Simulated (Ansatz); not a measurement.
# Ge2Mo: computed property card

Ge$_{2}$Mo:
```xyz
3
Lattice="-1.6487 1.6487 4.0921 1.6487 -1.6487 4.0921 1.6487 1.6487 -4.0921" Properties=species:S:1:pos:R:3 pbc="T T T"
Ge     0.0000     0.0000     5.4191
Ge     0.0000     0.0000     2.7651
Mo     0.0000     0.0000     0.0000
```

Space group I4/mmm (No. 139), MoSi2 or CaC2 type; conventional cell a = b = 3.297 Å, c = 8.184 Å, α = β = γ = 90.00°.

Method: the program Ansatz at the PBEsol level (PAW). Structure relaxed to zero pressure with the same functional. Other levels are named where they apply.

**Cell and energy**

```json
{
  "volume_per_atom": "14.83 Å³",
  "density": "9.00 g/cm³",
  "Formation energy from the elements (no fitted shifts)": "-0.24 eV/atom"
}
```

**Electronic structure**

```json
{
  "electronic_character": "metallic (no gap)",
  "Density of states at the Fermi level": "0.19 states/eV per atom (mean over ±0.08 eV)",
  "Gap with spin–orbit coupling": "none (metallic)"
}
```

**Mechanics**

```json
{
 "Bulk modulus (Birch–Murnaghan fit)": "179 GPa",
 "Pressure derivative B′": "4.8",
 "Elastic constants (relaxed ions, GPa)": "C11 = 332, C12 = 116, C13 = 88.7, C33 = 367, C44 = 155, C66 = 173",
 "mechanical_stability": "stable (all eigenvalues of C positive)",
 "hill_bulk_and_shear_moduli": "180 and 144 GPa",
 "Young's modulus": "341 GPa",
 "Poisson's ratio": "0.18",
 "debye_temperature_from_the_elastic_constants": "534 K"
}
```

**Phonons**

```json
{
  "highest_zone_centre_frequency": "265 cm⁻¹",
  "zone_centre_stability": "no imaginary mode at Γ"
}
```

The workflow started from a Materials Project entry (that database holds measured and hypothetical structures alike); the Crystallography Open Database copy checked does not list it. COD files the formula under space group No. 62, so this cell is another polymorph or a model. Its standing as an ambient phase is unchecked. The PBEsol relaxation kept the symmetry of its start. The run is not spin-polarised. As this level gives no gap, shear constants depend on the k-mesh and smearing (Fermi–Dirac, 0.1 eV here). As this level gives no gap, phonon frequencies hold no LO–TO term and depend on the k-mesh and smearing (Fermi–Dirac, 0.1 eV here). On the denser mesh and wider smearing of the elastic run this cell carries a stress of 0.5 GPa. The references are the lowest solids computed at this level, not always the standard phases. Spin–orbit coupling is left out wherever it is not named.

Potentials: the later of the program's two PAW sets.
